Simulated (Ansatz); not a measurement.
Relaxed CsCdCl3 (cubic perovskite):

```yaml
crystal:
  lattice:
    - [10.22621, 0.00000, 0.00000]
    - [5.11311, 5.11311, 0.00000]
    - [0.00000, 0.00000, 5.11311]
  atoms:
    - { symbol: Cs, position: [0.00000, 0.00000, 0.00000] }
    - { symbol: Cs, position: [0.50000, 0.00000, 0.00000] }
    - { symbol: Cd, position: [0.00000, 0.50000, 0.50000] }
    - { symbol: Cd, position: [0.50000, 0.50000, 0.50000] }
    - { symbol: Cl, position: [0.75000, 0.50000, 0.50000] }
    - { symbol: Cl, position: [0.25000, 0.50000, 0.50000] }
    - { symbol: Cl, position: [0.25000, 0.00000, 0.50000] }
    - { symbol: Cl, position: [0.75000, 0.00000, 0.50000] }
    - { symbol: Cl, position: [0.00000, 0.50000, 0.00000] }
    - { symbol: Cl, position: [0.50000, 0.50000, 0.00000] }
```

The atoms are displaced by Q × the pattern below (from a DFPT mode at M = (0.5, 0.5, 0.0), largest move 1; Q in Å), at fixed cell. It is one choice among 2 degenerate patterns. (q is in reciprocal vectors of the primitive cell; the cell shown is doubled to hold the pattern.)

```tsv
atom	x	y	z
Cs1	-0.135	0.000	0.000
Cs2	0.135	0.000	0.000
Cd3	0.000	1.000	0.000
Cd4	0.000	-1.000	0.000
Cl9	0.000	-0.083	0.000
Cl10	0.000	0.083	0.000
```

Atoms not listed stay in place.

Calculation: LDA (plane waves to 420 eV, PAW, scalar-relativistic; Ansatz, a program for electronic structure). k mesh 7×7×7 (Γ-centred), Fermi-Dirac smearing 0.05 eV. The energy includes the smearing's −TS. CsCdCl3 was relaxed with its symmetry unable to fall. ΔE is measured from the undisplaced structure.

```json
[
 {"Q (Å)": "-0.1000", "ΔE (meV/cell)": "withheld"},
 {"Q (Å)": "-0.0833", "ΔE (meV/cell)": "57.1"},
 {"Q (Å)": "-0.0667", "ΔE (meV/cell)": "36.4"},
 {"Q (Å)": "-0.0500", "ΔE (meV/cell)": "20.4"},
 {"Q (Å)": "-0.0333", "ΔE (meV/cell)": "9.1"},
 {"Q (Å)": "-0.0167", "ΔE (meV/cell)": "2.3"},
 {"Q (Å)": "0.0000", "ΔE (meV/cell)": "0.0"},
 {"Q (Å)": "0.0167", "ΔE (meV/cell)": "2.3"},
 {"Q (Å)": "0.0333", "ΔE (meV/cell)": "9.1"},
 {"Q (Å)": "0.0500", "ΔE (meV/cell)": "20.4"},
 {"Q (Å)": "0.0667", "ΔE (meV/cell)": "36.4"},
 {"Q (Å)": "0.0833", "ΔE (meV/cell)": "57.1"},
 {"Q (Å)": "0.1000", "ΔE (meV/cell)": "withheld"}
]
```

Question: Fit an even polynomial form (powers 2, 4) to the given rows and predict ΔE at Q = -0.1000.

Answer: Least squares on the 11 given rows: ΔE = (8127)·Q² + (14430)·Q⁴, in meV/cell with Q in Å; root-mean-square residual 0.04 meV/cell. At -0.1000 the fit gives 82.7 meV/cell; the calculation gives 82.6 meV/cell, so the extrapolation is off by 0.1 (+0.1 %). The quadratic term alone would give 81.3 meV/cell.

(A displaced cell: forces are minus the slopes of the energy, force constants its curvatures, and phonons follow from these.)
